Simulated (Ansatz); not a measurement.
MoS$_{2}$:
```
MoS2
1.0
    1.57655     0.91022     5.99819
   -1.57655     0.91022     5.99819
    0.00000    -1.82044     5.99819
Mo S
1 2
Direct
  0.99976   0.99976   0.99976
  0.42002   0.42002   0.42002
  0.24624   0.24624   0.24624
```

PBE+D3(BJ) in the plane-wave PAW code Ansatz gives a gap of 0.76 eV without spin–orbit coupling, maximum at T, minimum on the Γ–S0 line, 54 % of the way from Γ.

Q: What happens when spin–orbit coupling is switched on?

A: The gap shrinks by 0.02 eV, to 0.74 eV; maximum at T, minimum on the Γ–S0 line, 54 % of the way from Γ.

Space group R3m. The cell was relaxed with PBE+D3(BJ) under the symmetry of its start. The run is not spin-polarised.

Potentials: the later of the program's two PAW sets.
